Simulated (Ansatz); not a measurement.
Polymorphs of InAgTe$_{2}$, each relaxed with plane-wave PAW LDA (Ansatz code):

A: P-4m2
a = 4.475 Å, b = 4.475 Å, c = 6.366 Å, α = 90.00°, β = 90.00°, γ = 90.00°

```csv
atom,site,symmetry,x,y,z
In,1c,-4m2,0.5000,0.5000,0.5000
Ag,1a,-4m2,0.0000,0.0000,0.0000
Te,2g,2mm.,0.0000,0.5000,0.2372
```

B: chalcopyrite (I-42d)
a = b = 6.3530 Å, c = 12.6380 Å, α = β = γ = 90.00°

```tsv
atom	site	symmetry	x	y	z
In	4b	-4..	0.0000	0.0000	0.5000
Te	8d	.2.	0.2398	0.2500	0.1250
Ag	4a	-4..	0.0000	0.0000	0.0000
```

Q: Put the candidates in order of energy per atom at 0 K, lowest first, for LDA.

A: B (+0 meV/atom), A (+8 meV/atom)

Standing as an ambient phase not checked: A. Perhaps ordered models of mixed-site phases: A. All cells were relaxed under the symmetry of their starts (and spin orders); stability against distortions was not tested throughout. Rows with no word on spin ran without spin polarisation. Scalar-relativistic: spin–orbit coupling is off unless named, which matters more the heavier the elements.

Energies hold the estimated change up to a 700 eV cutoff; steps of a few meV lie near the error of the meshes.

Potentials: the later of the program's two PAW sets.
